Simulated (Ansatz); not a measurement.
Input:

Starting cell, NiSi$_{2}$ (fluorite type, space group Fm-3m):

```
NiSi2
1.0
    0.00000     2.69488     2.69488
    2.69488     0.00000     2.69488
    2.69488     2.69488     0.00000
Ni Si
1 2
Direct
  0.00000   0.00000   0.00000
  0.25000   0.25000   0.25000
  0.75000   0.75000   0.75000
```

Scan: atom 3 (Si, nearest neighbour Ni at 2.334 Å; its periodic images, 3.8 Å or more away, move with it) is displaced towards the nearest neighbour, direction (0.577, 0.577, 0.577) in Cartesian axes, by s. The other atoms stay.

These are PBEsol (plane waves to 420 eV, PAW, scalar-relativistic; Ansatz, an electronic-structure program) values and carry that method's errors. k mesh 12×12×12 (Γ-centred), Fermi-Dirac smearing 0.05 eV. E stands for the smeared free energy. With partly filled bands, energies and forces of such displacements shift with the k mesh and the smearing. On this mesh the relaxed cell isn't quite at rest: it carries a pressure of -0.1 GPa (compression positive) at the zero of the scan. NiSi2 is run without spin polarisation. NiSi2 was relaxed with its symmetry unable to fall. The PAW data are Ansatz's earlier set. The zero of ΔE is the undisplaced structure.

The scan covers s from -0.230 to 0.230 Å in 11 points.

**Question.** Is the energy the same for displacements of ±0.230 Å, and if not, which side lies higher?

**Answer.** Not even: the positive side lies higher at ±0.230 Å. With its periodic images moving along, the atom's site symmetry in this cell is -43m.

**Question.** What force acts on the atom along the line at s = -0.230 Å?

**Answer.** 1.48 eV/Å.

**Question.** What is the energy change at s = 0.230 Å?

**Answer.** 264 meV/cell.

**Question.** What is the force constant k = d²E/ds² of this move at s = 0?

**Answer.** 8.08 eV/Å².

(A displaced cell: forces are minus the slopes of the energy, force constants its curvatures, and phonons follow from these.)
